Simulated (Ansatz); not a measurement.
Theory: DFT PBE, scalar-relativistic, plane waves, PAW (Ansatz). Settings: cutoff 420 eV, Γ-centred meshes spaced at most about 0.3 Å⁻¹, and about 0.25 Å⁻¹ or finer for metals (2π included), Gaussian smearing. Collinear spin in cells that started with moments and kept them past the coarse steps, no spin elsewhere.

Temperature and zero-point effects are left out. All come from trial cells, and lower structures may exist.

Task: These unrelaxed guesses for ScCdC4N4 are each relaxed within their symmetry. Order them by the energy at which they end, lowest first.
1.

```xyz
10
Lattice="6.1078 0.0000 0.0000 0.0000 6.1078 0.0000 0.0000 0.0000 6.1078" Properties=species:S:1:pos:R:3 pbc="T T T"
Sc    0.0000    0.0000    0.0000
Cd    3.0539    3.0539    3.0539
C     1.1674    1.1674    1.1674
C     1.1674    4.9404    4.9404
C     4.9404    1.1674    4.9404
C     4.9404    4.9404    1.1674
N     1.8429    1.8429    1.8429
N     1.8429    4.2649    4.2649
N     4.2649    1.8429    4.2649
N     4.2649    4.2649    1.8429
```

2.

```xyz
10
Lattice="6.1095 0.0000 0.0000 0.0000 6.1095 0.0000 0.0000 0.0000 6.1095" Properties=species:S:1:pos:R:3 pbc="T T T"
Sc    3.0548    3.0548    3.0548
Cd    0.0000    0.0000    0.0000
C     1.1553    1.1553    1.1553
C     1.1553    4.9542    4.9542
C     4.9542    1.1553    4.9542
C     4.9542    4.9542    1.1553
N     1.8308    1.8308    1.8308
N     1.8308    4.2787    4.2787
N     4.2787    1.8308    4.2787
N     4.2787    4.2787    1.8308
```

Result: 2 (ends in P-43m, 0 meV/atom), 1 (ends in P-43m, 120 meV/atom). Even the lowest end lies +0.14 eV/atom against the elements.

Another magnetic order may lie lower. Cells relaxed within their symmetry can be saddle points. Some structure types and database cells were kept out of the candidates from the start, so a known form may be missing.
